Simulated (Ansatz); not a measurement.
**Phonons of LaP (rocksalt structure)**

Method: PBEsol, scalar-relativistic; no spin polarisation; PAW, 420 eV, Gaussian smearing of 0.15 eV; code Ansatz. The datasets are Ansatz's generated set soft_2.

```
La P
1.0
     0.00000    2.98949    2.98949
     2.98949    0.00000    2.98949
     2.98949    2.98949    0.00000
La P
1 1
Direct
  0.50000 0.50000 0.50000
  0.00000 0.00000 0.00000
```

The start was a prototype's sites filled with these elements; the Crystallography Open Database holds the compound in this structure.

Force constants come from finite displacements in a 2×2×2 supercell (the unit cell's 10×10×10 k-mesh, folded to it); the long-range dipole term is not included. Points in reciprocal vectors of this cell: Γ = (0.000, 0.000, 0.000), X = (0.500, 0.000, 0.500), U = (0.625, 0.250, 0.625), K = (0.375, 0.375, 0.750), L = (0.500, 0.500, 0.500), W = (0.500, 0.250, 0.750).

Task: Is the structure dynamically stable along this path, and where does the spectrum end?

Result: Yes: no branch is imaginary beyond numerical noise. The highest frequency is 270 cm⁻¹, at L. Points that don't fit the supercell are interpolated.

Frequencies at the named points (cm⁻¹, imaginary ones negative):
| point | ω (cm⁻¹) |
| --- | --- |
| Γ | 0 0 0 166 166 166 |
| X | 91 91 129 183 183 220 |
| U | 97 125 127 190 213 226 |
| K | 97 125 127 190 213 226 |
| L | 101 101 168 212 212 270 |
| W | 114 121 121 194 218 218 |

Task: What does the harmonic approximation give for the vibrational free energy, entropy and heat capacity?

Result: Zero-point energy 29.8 meV/atom.
| T (K) | F_vib (meV/atom) | S (J/K per mole of atoms) | C_V (J/K per mole of atoms) |
| --- | --- | --- | --- |
| 100 | 25.8 | 11.0 | 16.3 |
| 200 | 6.9 | 24.6 | 22.1 |
| 300 | -23.7 | 33.9 | 23.6 |
| 400 | -62.6 | 40.8 | 24.2 |
| 500 | -107.8 | 46.2 | 24.5 |
| 600 | -158.1 | 50.7 | 24.6 |
| 700 | -212.7 | 54.5 | 24.7 |
| 800 | -270.9 | 57.8 | 24.7 |
| 900 | -332.4 | 60.7 | 24.8 |
| 1000 | -396.7 | 63.3 | 24.8 |

The highest mode, 270 cm⁻¹, is worth 390 K. At 300 K the heat capacity has reached 95 % of the classical limit 3R = 24.9 J/K per mole of atoms: a mode at k_BT already holds 92 % of its classical share, and one at 1.5 k_BT 83 %.

The crystal is a metal or nearly so; low and unstable modes depend on mesh and smearing.

Cost: 72 s on 4 threads of AMD EPYC (Zen 3), on a shared host, peak memory 1.4 GiB.

Scalar-relativistic only: spin–orbit splittings of the heavy atoms' levels are missing.
